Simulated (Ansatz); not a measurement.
**Replacing Na by Sn in Na₂Sb**

```yaml
crystal:
  lattice:
    - [0.00000, 4.55148, 0.00000]
    - [4.55148, 0.00000, 0.00000]
    - [2.27574, 2.27574, -7.95296]
  atoms:
    - { symbol: Sb, position: [0.13220, 0.13220, 0.73560] }
    - { symbol: Na, position: [0.65800, 0.65800, 0.68400] }
    - { symbol: Na, position: [0.32380, 0.32380, 0.35240] }
    - { symbol: Na, position: [0.50000, 0.00000, 0.00000] }
    - { symbol: Na, position: [0.00000, 0.50000, 0.00000] }
    - { symbol: Sb, position: [0.85490, 0.85490, 0.29020] }
```

All energies were calculated with Ansatz 0.2.0 (PBEsol; 420 eV; 6×6×6 Γ-centred mesh; cold occupations of width 0.013 eV). Spin: none. Single points at fixed atoms.

Now every Na is replaced by Sn on the same fractional sites, and the cell goes from 27.46 to 29.22 Å³ an atom (a = 4.647 Å, b = 4.647 Å, c = 8.759 Å, α = 74.62°, β = 74.62°, γ = 90.00°; 6×6×6 Γ-centred mesh, cold occupations of width 0.029 eV).

What changes?

The runs give:

```
                  quantity   Na₂Sb  Sn$_{2}$Sb
            pressure (GPa)     1.2        -1.6
formation energy (eV/atom)  -0.150       0.105
```

Mean Bader charges in e: Na +0.73 becomes Sn +0.21; Sb -1.46 → -0.41. Sn is more electronegative than Na (Pauling 1.96 against 0.93) and has 3 outer electrons more; its site ends 0.52 e more negative; the Sb atoms balance it. Neither shows a clear gap on its mesh. At these unrelaxed cells the formation energy of Na₂Sb is the lower, by 0.26 eV an atom.

Origins: Na2Sb, a known structure type with other elements put in, at an estimated volume; Sn2Sb, a known structure type with other elements put in, at an estimated volume. An invented cell need not be a known compound.

Caveats: atoms and cells are not relaxed; pressure is positive in compression; a dash marks a value that doesn't apply or isn't given.
